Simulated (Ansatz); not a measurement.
Ge (diamond type), DFT, r2SCAN, PAW with Ansatz's default frozen-core files, scalar-relativistic (Ansatz 0.2.0), on 1 thread of Intel(R) Xeon(R) Platinum 8375C CPU @ 2.90GHz (Ice Lake) (shared host).

Command: `ansatz run input.yaml --threads 1 --pin off --max-ram 2048MiB --backend cpu --events-out ev --progress --plain --runs-dir out`

```yaml
crystal:
  lattice:
    - [0.0, 2.8376381883, 2.8376381883]
    - [2.8376381883, 0.0, 2.8376381883]
    - [2.8376381883, 2.8376381883, 0.0]
  atoms:
    - { symbol: Ge, position: [-0.125, -0.125, -0.125] }
    - { symbol: Ge, position: [0.125, 0.125, 0.125] }
kpoints:
  mp_grid: { grid: [12, 12, 12] }
  band_path:
    path:
      - [0.0, 0.0, 0.0]
      - [0.5, 0.0, 0.5]
      - [0.625, 0.25, 0.625]
      - [0.375, 0.375, 0.75]
      - [0.0, 0.0, 0.0]
      - [0.5, 0.5, 0.5]
      - [0.5, 0.25, 0.75]
      - [0.5, 0.0, 0.5]
    npoints: 8
scf:
  occupations: { method: fermi_dirac, width: 0.08 }
hamiltonian:
  xc: r2scan
  pseudopotentials: { kind: paw }
output:
  forces: true
  stress: true
  eigenvalues: true
  populations: true
  dos: { projected: true, de: 0.2, e_range: [-14, 8] }
```

**Question.** How large is the problem that the program sets up?

**Answer.** 72 irreducible k-points, 1211 plane waves at Γ, 18 bands.

**Question.** About how long does it take, and how much memory?

**Answer.** 5.9 s of wall time for 6 SCF iterations, with a peak of 0.52 GiB. Times on shared machines scatter by tens of per cent.
